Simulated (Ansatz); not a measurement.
CaC2:
```cif
data_C2Ca
_chemical_formula_sum 'Ca1 C2'
_space_group_name_H-M_alt 'P 1'
_space_group_IT_number 1
_cell_length_a 4.20603
_cell_length_b 4.20603
_cell_length_c 4.20603
_cell_angle_alpha 125.278
_cell_angle_beta 125.278
_cell_angle_gamma 81.078
loop_
_space_group_symop_operation_xyz
  'x, y, z'
loop_
_atom_site_label
_atom_site_type_symbol
_atom_site_fract_x
_atom_site_fract_y
_atom_site_fract_z
_atom_site_occupancy
Ca1 Ca 0.00000 0.00000 0.00000 1
C1 C 0.59791 0.59791 0.00000 1
C2 C 0.40209 0.40209 0.00000 1
```

This is the r²SCAN-relaxed structure.

All from plane-wave PAW r²SCAN (Ansatz code), unless another level is named. Give the smallest direct gap on the standard path.

2.72 eV.

And the formation energy from the elements (no fitted shifts)?

-0.14 eV/atom.

Next, the hole effective mass?

2.3, 2.3, 6.5 mₑ (principal values).

Next, the electron effective mass?

0.32, 0.35, 1.4 mₑ (principal values).

Predict the band gap.

1.66 eV (indirect).

Next, the conduction-band minimum?

at X (2 equivalent valleys).

Space group I4/mmm (MoSi2 or CaC2 type). The first step of the workflow began from a Materials Project structure, measured or hypothetical; the Crystallography Open Database copy checked does not list it. COD files the formula under space group No. 2. Whether it is the stable phase at ambient conditions was not checked. Symmetry was held in the r²SCAN relaxation; whether a distortion lowers the energy is not shown. The references are the lowest solids computed at this level, not always the standard phases.

Potentials: the later of the program's two PAW sets.
